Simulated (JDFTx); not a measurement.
System: Tl(1 0 -1 0) (P6_3/mmc bulk; lattice of mp-82, not re-optimised at this level), 1x1 cell of 6 atoms in 6 planes, area 19.75 Å² a face, 7.1 Å between the outermost planes in a cell 23.1 Å high; k mesh 6×4×1, Fermi width 0.01 Ha, no spin polarisation.

Level of theory: PBE, GBRV ultrasoft potentials, plane waves to 20/100 Ha; code: JDFTx (a modified build). Liquid on both sides: CANDLE, acetonitrile, 1 M NaCl; nuclei fixed. On the negative side CANDLE's cavity feels the periodic box, so those points shift with the cell height.

Charging data:

| U − U_pzc (V) | σ (μC/cm²) |
|---|---|
| -0.62 | -5.19 |
| -0.32 | -2.81 |
| 0.00 | 0.00 |

Working it through: a check of Lippmann's equation. The grand free energy per area against the neutral slab, Δγ = [F(N) − F(N₀) − μ(N − N₀)]/2A, is taken from the total energies of the same runs.

| U − U_pzc (V) | Δγ (mJ/m²) |
|---|---|
| -0.62 | -16.7 |
| -0.32 | -4.6 |
| 0.00 | 0.0 |

Δγ is largest at zero charge and falls away from it, as dγ/dU = −σ demands. At -0.62 V the computed -16.7 mJ/m² stands beside -16.0 mJ/m² from the constant-capacitance formula.
